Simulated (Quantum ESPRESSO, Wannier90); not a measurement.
**Wannier functions of BeS (zinc blende)**

```
begin unit_cell_cart
ang
    0.0000000000    2.4351500000    2.4351500000
    2.4351500000    0.0000000000    2.4351500000
    2.4351500000    2.4351500000    0.0000000000
end unit_cell_cart
begin atoms_frac
Be   0.0000000000  0.0000000000  0.0000000000
S    0.2500000000  0.2500000000  0.2500000000
end atoms_frac
```

Materials Project entry mp-422; symmetrised, unrelaxed at this level. COD (Crystallography Open Database) has an entry of this formula and space group (matched by these alone). Level: LDA, no spin polarisation, no spin-orbit coupling; pw.x of Quantum ESPRESSO at 71 Ry with PseudoDojo potentials, 10×10×10 k-points, Wannier90. Density: 12×12×12 mesh, cold smearing 0.01 Ry.

Band 2 is isolated and gives one Wannier function a cell (S2 3s 84 %, Be1 2s 14 %; spread 1.20 Å²). Its on-site energy is ε = -12.050 eV relative to the valence-band maximum, and its hoppings t(R) = t(−R) to the nearer images are (images within this range that aren't listed have |t| under 5 meV):

| R (lattice vectors; −R alike) | distance (Å) | t (eV) |
|---|---|---|
| 0 0 1 | 3.44 | -0.146 |
| 0 1 -1 | 3.44 | -0.146 |
| 0 1 0 | 3.44 | -0.146 |
| 1 -1 0 | 3.44 | -0.146 |
| 1 0 -1 | 3.44 | -0.146 |
| 1 0 0 | 3.44 | -0.146 |
| 0 1 -2 | 5.96 | 0.009 |
| 0 1 1 | 5.96 | 0.009 |
| 0 2 -1 | 5.96 | 0.009 |
| 1 -2 0 | 5.96 | 0.009 |
| 1 -2 1 | 5.96 | 0.009 |
| 1 0 -2 | 5.96 | 0.009 |
| 1 0 1 | 5.96 | 0.009 |
| 1 1 -2 | 5.96 | 0.009 |
| 1 1 0 | 5.96 | 0.009 |
| 2 -1 -1 | 5.96 | 0.009 |
| 2 -1 0 | 5.96 | 0.009 |
| 2 0 -1 | 5.96 | 0.009 |

Problem. Work out the band energy at Γ, X, U, K from these numbers.

Solution. For one orbital E(k) = ε + Σ_R 2 t(R) cos(2π k·R), the sum over the listed R.
- Γ, k = (0.000, 0.000, 0.000): E = -12.050 + (-0.146)·(12.00) + (0.009)·(24.00) = -13.59 eV; pw.x: -13.58 eV
- X, k = (-0.500, -0.500, 0.000): E = -12.050 + (-0.146)·(-4.00) + (0.009)·(-8.00) = -11.54 eV; pw.x: -11.46 eV
- U, k = (-0.375, -0.375, 0.250): E = -12.050 + (-0.146)·(-3.66) + (0.009)·(4.00) = -11.48 eV; pw.x: -11.47 eV
- K, k = (-0.375, 0.000, 0.375): E = -12.050 + (-0.146)·(-3.66) + (0.009)·(4.00) = -11.48 eV; pw.x: -11.47 eV

At these points the listed shells miss the plane-wave band by up to 0.08 eV, of a width of 2.18 eV on the path. With all its hoppings the model misses the band by 0.2 meV at worst on the whole path, so most of the miss comes from the hoppings not listed.
